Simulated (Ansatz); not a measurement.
The start is a generated cell, Ag placed in the AFLOW prototype A_mC12_5_3c (A19). A full variable-cell relaxation at zero pressure is run with r2SCAN (plane waves to 500 eV, PAW, scalar-relativistic; Ansatz, an electronic-structure program). The first steps use a coarse 11×11×3 k-mesh.

Input geometry:
```
CELL_PARAMETERS angstrom
      2.85890    -1.65292     0.00000
      2.85890     1.65292     0.00000
     -0.37920     0.00000    10.85875
ATOMIC_POSITIONS crystal
  Ag 0.78000 0.32000 0.24500
  Ag 0.68000 0.22000 0.75500
  Ag 0.33000 0.93000 0.40000
  Ag 0.07000 0.67000 0.60000
  Ag 0.81500 0.67500 0.07000
  Ag 0.32500 0.18500 0.93000
```

What pressure does the first self-consistent step give?

+33.3 GPa (positive: the cell is compressed).

Which atoms feel the largest initial force, and how large is it?

4.24 eV/Å, on Ag3, Ag4 (atoms numbered as listed).

Does the structure survive the relaxation? Give the final space group.

The space group goes from C2 (No. 5) to Fm-3m (No. 225); the end is fcc (Cu type), with 1 atom in the primitive cell.

By how much does the energy per atom fall from start to end?

1.05 eV/atom.

Final values are on a 19×19×19 k-mesh of the relaxed cell. No spin polarisation in the result.

The run could not lose the symmetry of its start.
